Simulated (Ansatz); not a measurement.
Given:

Nb5Si3:
```
CELL_PARAMETERS angstrom
      7.55597     0.00000     0.00000
     -3.77798     6.54366     0.00000
      0.00000     0.00000     5.25194
ATOMIC_POSITIONS crystal
  Nb 0.25083 0.00000 0.25000
  Nb 0.25083 0.25083 0.75000
  Nb 0.00000 0.25083 0.25000
  Nb 0.74917 0.00000 0.75000
  Nb 0.74917 0.74917 0.25000
  Nb 0.00000 0.74917 0.75000
  Si 0.60710 0.00000 0.25000
  Si 0.60710 0.60710 0.75000
  Si 0.00000 0.60710 0.25000
  Si 0.39290 0.00000 0.75000
  Si 0.39290 0.39290 0.25000
  Si 0.00000 0.39290 0.75000
  Nb 0.33333 0.66667 0.00000
  Nb 0.66667 0.33333 0.50000
  Nb 0.66667 0.33333 0.00000
  Nb 0.33333 0.66667 0.50000
```

This is the r²SCAN-relaxed structure.

**Question.** All from plane-wave PAW r²SCAN (Ansatz code), unless another level is named. Give the electronic character.

**Answer.** metallic (no gap).

**Question.** Next, the density of states at the Fermi level?

**Answer.** 0.46 states/eV per atom (mean over ±0.08 eV).

**Question.** Give the formation energy from the elements (no fitted shifts).

**Answer.** -0.63 eV/atom.

Space group P6_3/mcm. The workflow started from an entry of the Crystallography Open Database (COD), which files this formula under 2 space groups. Whether it is the stable phase at ambient conditions was not checked. The cell was relaxed with r²SCAN under the symmetry of its start; whether a distortion lowers the energy is not shown. The run is not spin-polarised. The references are the lowest solids computed at this level, not always the standard phases. Spin–orbit coupling is left out wherever it is not named.

Potentials: the later of the program's two PAW sets.
